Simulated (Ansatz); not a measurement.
VCo₃ (Cu3Au type, space group No. 221), the program Ansatz at the PBEsol level (PAW), all energies at zero smearing, with the estimated change up to a 700 eV cutoff added, with one set of potentials and settings (totals compare only within such a set). Cell of 4 atoms (1 V, 3 Co): -18165.162 eV.

| element | reference phase | E (eV/atom) |
|---|---|---|
| V | Im-3m, 1 atoms in the cell | -2885.2930 |
| Co | P6_3/mmc, 2 atoms in the cell, spin-polarised | -5092.9959 |

Formation energy per atom, worked out: (-18165.162 − 1×(-2885.2930) − 3×(-5092.9959))/4 = -0.220 eV/atom (-21 kJ per mol of atoms), at 0 K, without zero-point energy or fitted corrections.

Space group Pm-3m (Cu3Au type). The first step of the workflow began from a Materials Project structure, measured or hypothetical; the Crystallography Open Database copy checked does not list it. With V and Co taken as one species the cell has the higher symmetry Fm-3m, so it may be an ordered model of a mixed-site phase. Whether it is the stable phase at ambient conditions was not checked. The cell was relaxed with PBEsol under the symmetry of its start; of distortions, only those at the zone centre were tested. No spin polarisation was allowed. The references are the lowest solids computed at this level, not always the standard phases.

Potentials: the later of the program's two PAW sets.
